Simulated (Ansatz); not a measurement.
Structure: Mg2C built on the antifluorite prototype, at its r2SCAN minimum. The symmetry is Fm-3m (No. 225, cubic); conventional cell a = 5.422 Å, 13.28 Å³ an atom. C is surrounded by 8 Mg at 2.35 Å; Mg is surrounded by 4 C at 2.35 Å.

```cif
data_structure
_symmetry_space_group_name_H-M 'Fm-3m'
_symmetry_Int_Tables_number 225
_cell_length_a 5.4219
_cell_length_b 5.4219
_cell_length_c 5.4219
_cell_angle_alpha 90.000
_cell_angle_beta 90.000
_cell_angle_gamma 90.000
_cell_volume 159.39
loop_
_atom_site_label
_atom_site_type_symbol
_atom_site_symmetry_multiplicity
_atom_site_Wyckoff_symbol
_atom_site_fract_x
_atom_site_fract_y
_atom_site_fract_z
_atom_site_occupancy
C1 C 4 a 0.00000 0.00000 0.00000 1
Mg1 Mg 8 c 0.25000 0.75000 0.75000 1
```

3 runs of the plane-wave code Ansatz on this cell differ in the functional (and in the settings that go with it). Levels are in eV from each run's valence top; v1 is the last filled band, c1 the first empty one.

Run A, mean stress +2.0 GPa (compression positive):
```
point      v4     v3     v2     v1    c1    c2
    Γ  -10.70   0.00   0.00   0.00  1.49  6.62
    X   -8.66  -4.04  -1.52  -1.52  0.74  4.13
    U   -8.68  -3.53  -3.13  -1.20  2.13  5.70
```

Run B, mean stress -0.5 GPa (compression positive):
```
point      v4     v3     v2     v1    c1    c2
    Γ  -12.05   0.00   0.00   0.00  2.95  8.39
    X   -9.83  -4.50  -1.72  -1.72  2.05  5.80
    U   -9.85  -3.94  -3.48  -1.35  3.58  7.54
```

Run C, mean stress +0.8 GPa (compression positive):
```
point      v4     v3     v2     v1    c1    c2
    Γ  -11.32   0.00   0.00   0.00  2.13  7.41
    X   -9.20  -4.26  -1.61  -1.61  1.32  4.87
    U   -9.21  -3.72  -3.30  -1.27  2.77  6.52
```

Q: Match the runs to PBE, DDH-PBE0, PBE0.

A: A is PBE, B is PBE0, C is DDH-PBE0. In order of the gap: PBE 0.74, DDH-PBE0 1.32, PBE0 2.05 eV.

The cell comes from a prototype generator: it can be a known phase or a hypothetical one. Spin polarisation is off.

The stress of a hybrid is loosely converged in these runs.

The meshes of the hybrids are coarse, so their gaps aren't converged to the digits shown.
